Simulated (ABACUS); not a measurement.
Set-up for a self-consistent single point of CsGeI3 (Cm, 5 atoms in the cell; from Materials Project mp-28377, changed as shown).

```xyz
5
Lattice="4.2663 -4.1397 0.0000 4.2663 4.1397 0.0000 -0.3178 0.0000 5.9971" Properties=species:S:1:pos:R:3 pbc="T T T"
Cs     7.5867     0.0000     3.5180
Ge     3.1370     0.0000     0.8045
I      3.3276     0.0000     3.4829
I      5.6392    -2.1159     0.5592
I      5.6392     2.1159     0.5592
```

Method: LDA (PW92), numerical atomic orbitals SZP (confined pseudo-atomic orbitals with Gaussian additions; energy shift 0.01 Ry), PseudoDojo 0.4 standard norm-conserving LDA (tails mended) pseudopotentials run with ABACUS.

ABACUS settings:

| key | value |
|---|---|
| basis | SZP numerical atomic orbitals, energy shift 0.01 Ry |
| KPT | Gamma 4 4 4 0 0 0 |
| basis_type | lcao |
| dft_functional | PWLDA |
| ecutwfc | 100 Ry |
| smearing_method | fd |
| smearing_sigma | 0.000734986 Ry |
| potentials | PseudoDojo 0.4 standard norm-conserving LDA (tails mended) |
| symmetry | 1 |
| symmetry_prec | 1e-05 |
| ks_solver | genelpa |
| scf_nmax | 100 |
| scf_thr | 1.0e-07 |
| mixing_type | pulay |
| mixing_beta | 0.7 |

**Question.** Estimate, at this level of theory: gap on the k-point mesh, pressure and largest force (vector length).

**Answer.** The run gave:

```
Item                               Result
-----------------------------  ----------
Gap on the k-point mesh           0.73 eV
Pressure                        -1.20 GPa
Largest force (vector length)  0.891 eV/Å
```

Gaps are taken between levels on the mesh.

For comparison: a first run was changed to give this one (lattice scaled by 0.98), and from it to this one the free energy drops by 30.7 meV/atom, the pressure goes from -2.44 to -1.20 GPa, the largest force goes from 0.463 to 0.891 eV/Å and the gap on the mesh goes from 0.929 to 0.734 eV.

Spin-orbit coupling is left out, which matters for bands and gaps with elements this heavy. The atom-centred basis is finite, which shifts total energies, pressures, gaps and forces against plane waves. A single-zeta basis is rough, for pressures and forces above all. The structure comes from a collection of computed structures, made at another level of theory; the collection holds predicted forms beside known ones.

Cost on one core: very roughly 50 core-seconds.

The atomic orbitals were generated for these runs; they are not ABACUS's published sets and were checked against plane waves on a few crystals only.

“Tails mended”: in these copies of the files the far tail of each local potential was reset to the Coulomb form.
